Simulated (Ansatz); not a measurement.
Data:

CuI:
```
CELL_PARAMETERS angstrom
      0.00000     2.93058     2.93058
      2.93058     0.00000     2.93058
      2.93058     2.93058     0.00000
ATOMIC_POSITIONS crystal
  Cu 0.75000 0.75000 0.75000
  I  0.00000 0.00000 0.00000
```

This is the LDA-relaxed structure.

Problem. All from LDA in the plane-wave PAW code Ansatz, unless another level is named. Give the hole effective mass, band 1 of 3 at the edge.

Solution. 0.59 along [100], 2.8 along [110], 1.2 along [111] (mₑ).

Problem. Give the formation energy from the elements (no fitted shifts).

Solution. -0.11 eV/atom.

Problem. Next, the valence-band maximum?

Solution. at Γ.

Space group F-43m (zinc blende). The cell was relaxed with LDA under the symmetry of its start; phonons on a q-mesh show no instability. The run is not spin-polarised. The references are the lowest solids computed at this level, not always the standard phases. Scalar-relativistic: spin–orbit coupling is off unless named, which matters more the heavier the elements.

Potentials: the earlier of the program's two PAW sets.

Edges and masses are those of Kohn–Sham bands, whose gap is no quasiparticle gap.
